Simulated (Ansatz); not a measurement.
ZrCo6Ge6:
```xyz
13
Lattice="5.0232 0.0000 0.0000 -2.5116 4.3502 0.0000 0.0000 0.0000 7.6792" Properties=species:S:1:pos:R:3 pbc="T T T"
Ge     0.0000     2.9001     0.0000
Ge     2.5116     1.4501     0.0000
Ge     0.0000     0.0000     2.6136
Ge     0.0000     0.0000     5.0657
Zr     0.0000     0.0000     0.0000
Co     2.5116     0.0000     1.9230
Co     1.2558     2.1751     1.9230
Co    -1.2558     2.1751     1.9230
Co    -1.2558     2.1751     5.7562
Co     1.2558     2.1751     5.7562
Co     2.5116     0.0000     5.7562
Ge     0.0000     2.9001     3.8396
Ge     2.5116     1.4501     3.8396
```

Relaxed with r²SCAN. Special points in fractions of this cell's reciprocal vectors: Γ (0.000, 0.000, 0.000); M (0.500, 0.000, 0.000); K (0.333, 0.333, 0.000); A (0.000, 0.000, 0.500); L (0.500, 0.000, 0.500); H (0.333, 0.333, 0.500).

**Question.** List the band energies nearest the Fermi level at these points for r²SCAN with spin–orbit coupling in the plane-wave PAW code Ansatz.

**Answer.** In eV from the Fermi level; about four levels below and three above (degenerate sets whole), none deeper than 8.9 eV; points with the same levels are listed once.

```
k                                below                above
-  -----------------------------------  -------------------
Γ  -0.70 -0.70 -0.69 -0.69 -0.13 -0.13  0.52 0.52 0.53 0.53
M              -0.49 -0.49 -0.30 -0.30  0.33 0.33 0.53 0.53
K              -0.46 -0.46 -0.45 -0.45  0.20 0.20 0.32 0.32
A              -0.08 -0.08 -0.05 -0.05  0.11 0.11 0.47 0.47
L              -0.50 -0.50 -0.40 -0.40  0.40 0.40 0.50 0.50
H              -0.24 -0.24 -0.23 -0.23  0.53 0.53 0.60 0.60
```

Space group P6/mmm. The workflow started from an entry of the Crystallography Open Database (COD). Its standing as an ambient phase is unchecked. The cell was relaxed with r²SCAN under the symmetry of its start; its stability against distortions is not shown here. The workflow began spin-polarised and lost its moments.

Potentials: the later of the program's two PAW sets.
